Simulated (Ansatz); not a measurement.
# Calculated electric field gradients for H3OF

The cell is a computed structure from the Materials Project (it need not be an observed phase), atoms as given.

```
CELL_PARAMETERS angstrom
5.89214 0.00000 0.00000
0.00000 4.17123 0.00000
0.00000 0.00000 6.10260
ATOMIC_POSITIONS crystal
H 0.80239 0.25000 0.54515
H 0.19761 0.75000 0.45485
H 0.30239 0.25000 0.95485
H 0.69761 0.75000 0.04515
H 0.10243 0.54693 0.23753
H 0.89757 0.04693 0.76247
H 0.60243 0.95307 0.26247
H 0.39757 0.45307 0.73753
H 0.60243 0.54693 0.26247
H 0.39757 0.04693 0.73753
H 0.10243 0.95307 0.23753
H 0.89757 0.45307 0.76247
O 0.58076 0.75000 0.16999
O 0.41924 0.25000 0.83001
O 0.08076 0.75000 0.33001
O 0.91924 0.25000 0.66999
F 0.63577 0.25000 0.37590
F 0.36423 0.75000 0.62410
F 0.13577 0.25000 0.12410
F 0.86423 0.75000 0.87590
```

Sites (sets of like atoms) are named by element and the number of their first atom in this list.

The numbers come from a DFT calculation in Ansatz (PBE, plane waves and PAW, scalar-relativistic, 420 eV cutoff, Γ-centred 4×6×4 k-points, Fermi–Dirac smearing 0.02 eV).

V_zz is the principal component of the electric field gradient with the largest magnitude, η = (V_xx − V_yy)/V_zz and C_Q = eQV_zz/h. Directions are in the Cartesian axes of the cell vectors above, for the atom listed; none is given where the gradient is under 0.02 or η is above 0.95.

Problem. What field gradients does the calculation give at each kind of site?

Solution. 

| site | first atom | first shell | V_zz (10²¹ V/m²) | η | direction of V_zz (x, y, z) |
| --- | --- | --- | --- | --- | --- |
| H1 | 1 | 1 O at 1.03 Å; also 1 F at 1.43 Å | 2.03 | 0.17 | 0.66 0.00 0.75 |
| H5 | 5 | 1 O at 1.03 Å; also 1 F at 1.43 Å | 2.07 | 0.14 | -0.11 0.82 0.56 |
| O | 13 | 3 H at 1.03 Å | -11.99 | 0.03 | 0.92 0.00 0.39 |
| F | 17 | 3 O at 2.45–2.46 Å; also 3 H at 1.43 Å, 4 F at 3.03–3.32 Å, 1 O at 3.05 Å | -6.56 | 0.06 | 0.82 0.00 -0.57 |

At H1 and H5 V_zz points along its bond to O (within 2°) in each case. At O and F V_zz stands upright on the plane through its three neighbours (within 2°) in each case.

The largest force is 0.4 eV/Å, so the atoms aren't at the calculated equilibrium and relaxing them would move these values.
